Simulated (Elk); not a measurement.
An Elk run on Ir with settings drawn from a wide range, so not all are converged; totals and levels move with the basis, and no second program has checked them. These are results of DFT, Wu-Cohen GGA, all-electron APW+lo, Dirac cores, scalar-relativistic bands with second-variational spin-orbit coupling in Elk 11.2.3 with local patches, not measurements. Elk's input is in atomic units.

Command: `OMP_NUM_THREADS=1 elk`

```
tasks
  0
  110
  115
  195
  33
  43
  53

xctype
  26

rgkmax
  6

gmaxvr
  18

lmaxapw
  7

lmaxo
  5

lmaxi
  3

nrmtscf
  1

nempty
  8

epspot
  1e-07

epsengy
  0.0001

maxscl
  100

swidth
  0.002

stype
  3

lradstp
  4

mixtype
  3

hmaxvr
  6

tforce
  .false.

spinorb
  .true.

sppath
  './'

avec
  0.00000000000 3.64393330382 3.64393330382
  3.64393330382 0.00000000000 3.64393330382
  3.64393330382 3.64393330382 0.00000000000

atoms
  1
  'Ir.in'
  1
  0.000000000000 0.000000000000 0.000000000000   0.000 0.000 0.000

ngridk
  10 10 10

plot3d
  0 0 0
  1 0 0
  0 1 0
  0 0 1
  14 14 14
```

Muffin-tin radii in the species files: Ir 2.24 bohr.

The geometry is COD entry 9012960, unchecked; take it as a test cell. It is an old determination, and later ones may differ. The listed cell was then made from it by scaling, straining or moving an atom.

What does the run give?

It refused before any iteration.
```
Error(init0): requested spin-polarised run with spin-unpolarised
 exchange-correlation functional
```
